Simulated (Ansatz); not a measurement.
GaP:
```cif
data_GaP
_chemical_formula_sum 'Ga1 P1'
_space_group_name_H-M_alt 'P 1'
_space_group_IT_number 1
_cell_length_a 3.84586
_cell_length_b 3.84586
_cell_length_c 3.84586
_cell_angle_alpha 60.000
_cell_angle_beta 60.000
_cell_angle_gamma 60.000
loop_
_space_group_symop_operation_xyz
  'x, y, z'
loop_
_atom_site_label
_atom_site_type_symbol
_atom_site_fract_x
_atom_site_fract_y
_atom_site_fract_z
_atom_site_occupancy
Ga1 Ga 0.00000 0.00000 0.00000 1
P1 P 0.75000 0.75000 0.75000 1
```

Relaxed with PBEsol.

Task: Decompose the optical modes at the zone centre into irreducible representations, and say which are infrared and Raman allowed.

Result: Point group -43m: Γ_opt = T2. Infrared: T2. Raman: T2.

Task: Assign frequencies (DFPT, plane-wave PAW PBEsol (Ansatz code); without the LO–TO term).

Result: T2 357 cm⁻¹.

Space group F-43m (zinc blende). The cell was relaxed with PBEsol under the symmetry of its start. Spin–orbit coupling is left out wherever it is not named.

Potentials: the earlier of the program's two PAW sets. The files were generated under PBE; for other functionals the program regenerates the frozen cores, and for LDA and PBEsol the local potential too.
